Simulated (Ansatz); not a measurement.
input.yaml (Ansatz)

```yaml
crystal:
  lattice:
    - [0.0, 3.3654320045, 3.3654320045]
    - [3.3654320045, 0.0, 3.3654320045]
    - [3.3654320045, 3.3654320045, 0.0]
  atoms:
    - { symbol: In, position: [0.125, 0.125, 0.125] }
    - { symbol: In, position: [0.875, 0.875, 0.875] }
hamiltonian:
  xc: pbesol
  pseudopotentials:
    kind: paw
    azcp:
      In: "pseudopotentials/In.paw.azcp"
basis:
  ecutwfc: 420
  fft_grid_basis: typed
kpoints:
  mp_grid: { grid: [9, 9, 9], shift: [0, 0, 0] }
magnetization:
  spin_polarized: false
scf:
  occupations: { method: fermi_dirac, width: 0.1 }
  lower_state_search: "off"
output:
  stress: true
  write_density: true
  write_potential: true
  elf: true
  volumetric_format: npy
```

and its output:

```
Warning: the record states the generating functional pbe (its physics header spells it `PBE`), which answers neither for hamiltonian.xc's functional nor for the pbesol family's — results may be inconsistent (PPs are generated against a specific XC)
Engine: ansatz 0.2.0, aarch64-unknown-linux-gnu
Pseudopotentials: kind: paw
Pseudopotential: In, paw, valence charge 13, recommended cutoff 420 eV (normal) 
Functional definition: PBEsol
  exchange = pbesol_x
  correlation = pbesol_c
Crystal: 2 atoms, lattice volume = 76.235 Å³
Basis set: ecut = 420 eV, 1459 PW (Γ)
Bands: 17, of which v1, the nominal top of the filled ones, is band 13 counted from 1 (12 counted from 0)
Symmetry: 48 space group operations
Space group: Fd-3m (ITA 227), of the structure as read, at distance tolerance 4.2e-5 Å
k-points: 35 of 729
Non-local potential: In, projectors of the file, l = 0: 2, l = 1: 2, l = 2: 2, l = 3: 2
PAW form: soft (Blöchl's): semilocal exchange-correlation on the pseudo side does not see the compensation charge
PAW frozen core: In, regenerated for the run's functional, and the local potential with it (the file was generated under x = pbe(κ = 0.804, μ = 0.2195149727645171), c = pbe(β = 0.06672455060314922))
PAW one-centre angular grid: In, 590 points (default); XC on 64 Gauss nodes
Initial density: superposition of atomic densities (neutral atoms: chi_scale 0, normalization atom), corrected by the library's trained network
Initial wavefunctions: pseudopotential atomic-orbital guess
Functional: x = pbesol(κ = 0.804, μ = 0.12345679012345678), c = pbesol(β = 0.046)
SCF iter   1: F=—  HF=-11050.010220 eV  |F-HF|=—  |Δ(HF+E_count)|=         —  Δρ=2.58e-3  dr2=5.67e-3  ethr=1.77e-3  ⟨swp⟩=5.7  Hψ=3007  notcnv=0
SCF iter   2: F=—  HF=-11050.007058 eV  |F-HF|=—  |Δ(HF+E_count)|=   3.16e-3  Δρ=1.33e-3  dr2=1.10e-3  ethr=2.18e-5  ⟨swp⟩=2.0  Hψ=1329  notcnv=0
SCF iter   3: F=—  HF=-11050.006801 eV  |F-HF|=—  |Δ(HF+E_count)|=   2.57e-4  Δρ=5.86e-4  dr2=3.16e-4  ethr=4.23e-6  ⟨swp⟩=2.0  Hψ=1035  notcnv=0
SCF iter   4: F=—  HF=-11050.006726 eV  |F-HF|=—  |Δ(HF+E_count)|=   7.45e-5  Δρ=1.28e-4  dr2=2.91e-5  ethr=1.22e-6  ⟨swp⟩=2.0  Hψ=1001  notcnv=0
SCF iter   5: F=—  HF=-11050.006722 eV  |F-HF|=—  |Δ(HF+E_count)|=   4.03e-6  Δρ=4.19e-5  dr2=1.72e-6  ethr=1.12e-7  ⟨swp⟩=3.0  Hψ=1061  notcnv=0
SCF iter   6: F=-11050.006722 eV  HF=-11050.006722 eV  |F-HF|=1.21e-8  |Δ(HF+E_count)|=   4.14e-7  Δρ=5.32e-6  dr2=4.49e-8  ethr=3.85e-10  ⟨swp⟩=7.9  Hψ=4399  notcnv=0
SCF 1 converged in 6 iterations: F = -11050.006722 eV  dr2 = 4.49e-8
SCF converged after 6 iterations
Free energy (F): -11050.006722 eV
Harris-Foulkes:  -11050.006722 eV  (|F-HF|=1.21e-8)
Internal energy: -11049.948870 eV  (E = F + TS)
E sigma→0 (E₀):  -11049.977796 eV
Entropy (-TS):   -0.057852 eV (-28.926 meV/atom)
Fermi energy:    5.322902 eV
--- Per-component energies (eV) ---
  E_band       = -167.603862
  E_kinetic    = 482.256980
  E_local      = -2872.090717  (includes V_loc(G=0)·N_el)
  E_nonlocal   = 734.281949
  E_hartree    = 1142.295653
  E_xc         = -426.355204
  E_vxc        = -198.602236  (∫ρ·V_xc dr)
  E_paw        = -8163.215593  (= ΣΔE_a)
  E_vpaw       = -598.047383  (= ΣTr[D̂ρ^β])
  E_aug_tail   = 0.000051  (compensation charges beyond the density's cutoff)
  E_ewald      = -1947.593794
  E_core_change = 0.471805  (= ΣΔE_core)
  E_smearing   = -0.057852  (= −TS)
  E_closure    = -0.000000  (closes the sum)
  Σ components = -11050.006722   (vs F -11050.006722, Δ=0.00e0)
--- Stress (GPa, compression-positive) ---
       -1.725393       0.000000      -0.000000
       -0.000000      -1.725393       0.000000
       -0.000000       0.000000      -1.725393
  P = ⅓ Tr σ = -1.7254 GPa (-17.254 kbar)
--- Band table (eV; the first three rows and the last of 35) ---
  k-point 0: bands = ["-9.2230", "-9.2230", "-9.2230", "-9.1598", "-9.1598", "-8.7718", "-8.7718", "-8.7718", "-8.7311", "-8.7311", "-2.5256", "7.2203", "7.5664", "7.5664", "7.5664", "9.2351", "9.2351"]
  k-point 1: bands = ["-9.2358", "-9.2358", "-9.2200", "-9.1418", "-9.1418", "-8.7866", "-8.7866", "-8.7770", "-8.7190", "-8.7190", "-2.4086", "5.7809", "7.3070", "7.3070", "8.0269", "9.5517", "9.5517"]
  k-point 2: bands = ["-9.2529", "-9.2529", "-9.2121", "-9.1127", "-9.1127", "-8.8080", "-8.8080", "-8.7904", "-8.7031", "-8.7031", "-2.0649", "4.1110", "6.8703", "6.8703", "7.7590", "10.0255", "10.0255"]
  k-point 34: bands = ["-9.3104", "-9.3029", "-9.0929", "-9.0264", "-8.9903", "-8.9294", "-8.9263", "-8.8715", "-8.6445", "-8.6372", "0.1463", "1.0187", "4.0799", "4.5816", "10.0839", "10.1309", "10.4948"]
```
